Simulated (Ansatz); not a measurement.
## LuSb (CsCl type) under strong compression

```
Lu Sb
1.0
     3.67866    0.00000    0.00000
     0.00000    3.67866    0.00000
     0.00000    0.00000    3.67866
Lu Sb
1 1
Direct
  0.00000 0.00000 0.00000
  0.50000 0.50000 0.50000
```

The cell comes from a relaxation on PAW files under the same functional, begun from a prototype that needn't be the stable phase.

Its volume is scaled at fixed shape and fractional positions.

Computed with Ansatz 0.2.0; functional PBEsol, scalar-relativistic. Settings: a Γ-centred 11×11×11 k mesh, Fermi–Dirac smearing of 0.05 eV, no spin polarisation. Methods: LAPW: all electrons, basis error target 1 meV/atom; PAW: frozen-core files, cutoff 420 eV; crystal datasets: all electrons, by PAW datasets that the program makes for each cell; norm-conserving: pseudopotentials, cutoff 1361 eV.

Energies are extrapolated to zero smearing and count from the unscaled cell; pressure is positive in compression; gaps take the mesh and a band path. No temperature or zero-point motion is included.

Spin–orbit coupling is left out, which matters for the heavy atoms. The PAW files were made under PBE. The structure type is held throughout; the real material can change phase at far lower pressure.

```csv
V/V0,V (Å³/atom),P LAPW (GPa),ΔE LAPW (eV/atom),P PAW − LAPW (GPa),ΔE PAW − LAPW (meV/atom)
1.00,24.89,0.07,0.000,-0.02,0.0
0.95,23.65,4.17,0.016,-0.02,-0.1
0.85,21.16,16.05,0.166,-0.03,-0.5
0.75,18.67,36.1,0.557,-0.02,-0.8
0.65,16.18,?,?,?,?
0.55,13.69,138.2,2.927,0.00,-0.5
0.45,11.20,277.5,6.019,0.11,0.5
0.40,9.96,412.8,8.655,0.19,1.3
```

Problem. Fit the Vinet equation to the LAPW pressures shown (residuals weighted by 1/(|P| + 0.03·Pmax)), and predict the pressure of the withheld row.

Solution. The fit gives V0 = 24.98 Å³/atom, B0 = 64.4 GPa and B0′ = 4.66. At 16.18 Å³/atom, x = (V/V0)^(1/3) = 0.8652, and P = 3·B0·(1 − x)/x²·exp[1.5·(B0′ − 1)·(1 − x)] = 72.9 GPa. The run itself gave 71.1 GPa (+2.5 % off) and ΔE = 1.366 eV/atom.

Problem. From the table, what is the rise of the enthalpy H = E + pV up to the last row, and how stiff is the crystal between the last two rows?

Solution. ΔH = 8.655 eV + (412.8 GPa × 9.96 Å³ − 0.07 GPa × 24.89 Å³) × 0.006242 eV/(GPa·Å³) = 34.30 eV/atom, of which pV makes 75 %. The mean bulk modulus there is −ΔP/Δln V = 1150 GPa.

Problem. At the smallest volume, how far do crystal datasets and norm-conserving lie from LAPW in pressure?

Solution. crystal datasets: 0.00 GPa; norm-conserving: -4.55 GPa, on a LAPW pressure of 412.8 GPa.

Problem. How do the Löwdin populations by LAPW change from the unscaled cell to the last row?

Solution. Lu 5s 1.97 → 1.85, Lu 6s 0.61 → 0.41, Lu 5p 5.99 → 5.87, Lu 5d 2.25 → 4.51, Lu 4f 13.99 → 13.87, Sb 4s 1.98 → 1.91, Sb 5s 1.54 → 0.96, Sb 4p 5.99 → 5.96, Sb 5p 3.61 → 2.61, Sb 4d 9.99 → 9.96 electrons an atom. These are projections on the shells that the free atoms fill; 0.07 e a cell lies outside them at the start and 0.11 e at the end.
